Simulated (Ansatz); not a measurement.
A: Al$_{2}$Cu (Al2Cu type, space group I4/mcm), a = b = 6.0594 Å, c = 4.8739 Å, α = β = γ = 90.00°
B: Tl (hcp, Mg type), a = b = 3.607 Å, c = 5.577 Å, α = β = 90.00°, γ = 120.00°
C: SiC (4H type, space group P6_3mc), a = b = 3.0941 Å, c = 10.1292 Å, α = β = 90.00°, γ = 120.00°
D: TiO2 (anatase), a = b = 3.798 Å, c = 9.704 Å, α = β = γ = 90.00°

Scan: energy against volume (even scaling of the relaxed cell, symmetry kept). All come from one method, each on a k mesh of its own. Al2Cu is run without spin polarisation. All were relaxed with their symmetry unable to fall. Spin-orbit coupling is left out. The PAW data are Ansatz's earlier set. The relaxed volume of Tl is well above the measured one; the method has no dispersion term. TiO2 is run without spin polarisation.

Task: Order them by bulk modulus at fixed cell shape (fitted) (highest first) at the level PBE (plane waves to 420 eV, PAW, scalar-relativistic; Ansatz, a quantum-chemistry and plane-wave program).

Result: C (213 GPa), D (188 GPa), A (99 GPa), B (26.2 GPa)

(Under strain, the slope of the energy per volume gives the stress and its curvature an elastic modulus.)
